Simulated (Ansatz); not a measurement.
Theory: DFT PBE, scalar-relativistic, plane waves, PAW in Ansatz. Settings: cutoff 420 eV, Γ-centred meshes spaced at most about 0.3 Å⁻¹, and about 0.25 Å⁻¹ or finer for metals (2π included), Gaussian smearing. Collinear spin in cells that started with moments and kept them past the coarse steps, no spin elsewhere.

Each of these unrelaxed guesses is relaxed in cell and atoms within its symmetry. A guess keeps its type if space group and coordination stay and the shape of the cell changes little (axis ratios within about 15 %, angles within 6°); the volume may change.

1. ZnCl4

```
Zn Cl
1.0
     4.82138    0.00000    0.00000
    -2.41069    4.17544    0.00000
     0.00000    0.00000    7.79824
Zn Cl
1 4
Direct
  0.00000 0.00000 0.50000
  0.33333 0.66667 0.86645
  0.33333 0.66667 0.13355
  0.66667 0.33333 0.13355
  0.66667 0.33333 0.86645
```

2. CuGe6

```
Cu Ge
1.0
    -3.28037    3.28037    3.28037
     3.28037   -3.28037    3.28037
     3.28037    3.28037   -3.28037
Cu Ge
1 6
Direct
  0.00000 0.00000 0.00000
  0.00000 0.66742 0.66742
  0.00000 0.33258 0.33258
  0.66742 0.00000 0.66742
  0.33258 0.00000 0.33258
  0.66742 0.66742 0.00000
  0.33258 0.33258 0.00000
```

3. ScB3S

```
Sc B S
1.0
     3.02997    0.00000    0.00000
     0.00000    3.02997    0.00000
     0.00000    0.00000    4.31857
Sc B S
1 3 1
Cartesian
  1.5150 1.5150 2.1593
  0.0000 0.0000 0.7615
  0.0000 0.0000 3.5571
  1.5150 1.5150 0.0000
  0.0000 0.0000 0.0000
```

4. NiH4N (collinear spin from parallel moments)

```
Ni H N
1.0
     3.51594    0.00000    0.00000
     0.00000    3.51594    0.00000
     0.00000    0.00000    3.51594
Ni H N
1 4 1
Direct
  0.50000 0.50000 0.50000
  0.14800 0.14800 0.14800
  0.14800 0.85200 0.85200
  0.85200 0.85200 0.14800
  0.85200 0.14800 0.85200
  0.00000 0.00000 0.00000
```

Question: Which guesses survive the relaxation?

Answer: Guesses 2 and 4 keep their type.

```json
{"guess": "1", "kept": "no", "start group": "P6/mmm", "end group": "P6/mmm", "V start (Å³/atom)": "31.4", "V end": "52.9", "b/a and c/a, end over start": "1.00, 0.53", "nearest neighbours start": "Cl 1, Zn 12", "nearest neighbours end": "Cl 1, Zn 0"}
{"guess": "2", "kept": "yes", "start group": "Im-3m", "end group": "Im-3m", "V start (Å³/atom)": "20.2", "V end": "25.6", "b/a and c/a, end over start": "1.00, 1.00", "nearest neighbours start": "Cu 6, Ge 2", "nearest neighbours end": "Cu 6, Ge 2"}
{"guess": "3", "kept": "no", "start group": "P4/mmm", "end group": "P4/mmm", "V start (Å³/atom)": "7.9", "V end": "12.0", "b/a and c/a, end over start": "1.00, 1.16", "nearest neighbours start": "B 1/14, S 2, Sc 2", "nearest neighbours end": "B 1/4, S 2, Sc 10"}
{"guess": "4", "kept": "yes", "start group": "P-43m", "end group": "P-43m", "V start (Å³/atom)": "7.2", "V end": "9.7", "b/a and c/a, end over start": "1.00, 1.00", "nearest neighbours start": "H 1, N 4, Ni 4", "nearest neighbours end": "H 1, N 4, Ni 4"}
```

Neighbours count within 15 % of an atom's shortest distance; end groups are read at 0.02 Å (0.05 Å in metals).

Weakly bound directions are ill-defined at this level, which has no dispersion term (ZnCl4 P6/mmm, NiH4N P-43m). Another magnetic order may lie lower. Cells relaxed within their symmetry can be saddle points.

In counts of neighbours, a slash parts the counts of unlike sites.
